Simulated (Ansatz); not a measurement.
## Calculated ³³S NMR of the central transition for MoS2

Cell: a COD entry, ions relaxed with PBE at fixed cell.

Space group P6_3/mmc (No. 194); a = 3.1690, c = 12.3240 Å, γ = 120.00°.

```
site  Wyckoff  site symmetry       x       y       z
  Mo       2c           -6m2  0.3333  0.6667  0.2500
   S       4f            3m.  0.3333  0.6667  0.6233
```

One atom of each set is listed.

The numbers come from a DFT calculation in Ansatz (LDA, plane waves and PAW, scalar-relativistic, collinear spin, 420 eV cutoff, Γ-centred 11×11×3 k-points, Fermi–Dirac smearing 0.02 eV). Start moments as typed (μB): 2 on each Mo, none on the rest.

³³S has I = 3/2 and Q = -69.40 mb (Pyykkö 2018); at 9.4 T its Larmor frequency is ν₀ = 30.8 MHz. Only the quadrupole interaction is simulated: positions count from each site's isotropic chemical shift, and shift anisotropy, dipolar and J coupling are left out.

Q: Simulate the second-order pattern (static powder, Gaussian broadening 7 kHz) of site S (3 Mo at 2.41 Å).

A: The calculation gives C_Q = 8.93 MHz and η = 0.00, so ν_Q = 4.47 MHz and the centre of gravity lies at -2108 ppm (-64.8 kHz).

| offset (kHz) | height |
| --- | --- |
| -237.0 | 0 |
| -224.8 | 8 |
| -212.5 | 100 |
| -200.3 | 57 |
| -188.1 | 43 |
| -175.8 | 35 |
| -163.6 | 32 |
| -151.3 | 29 |
| -139.1 | 27 |
| -126.9 | 26 |
| -114.6 | 24 |
| -102.4 | 24 |
| -90.1 | 23 |
| -77.9 | 22 |
| -65.6 | 22 |
| -53.4 | 22 |
| -41.2 | 21 |
| -28.9 | 21 |
| -16.7 | 21 |
| -4.4 | 21 |
| 7.8 | 17 |
| 20.1 | 17 |
| 32.3 | 18 |
| 44.5 | 19 |
| 56.8 | 21 |
| 69.0 | 22 |
| 81.3 | 25 |
| 93.5 | 30 |
| 105.7 | 40 |
| 118.0 | 71 |
| 130.2 | 6 |
| 142.5 | 0 |

An axis of threefold or higher order runs through S, so V_zz lies along it and η is zero.

At this cell the LDA pressure is -5 GPa, so with LDA the cell would shrink if it were relaxed. The largest force is 0.4 eV/Å, so the atoms aren't at the calculated equilibrium and relaxing them would move these values. Without spin–orbit coupling (the program notes it for Mo) the gradients can shift somewhat, as the gap is small. The start moments die out, and the run ends without spin.
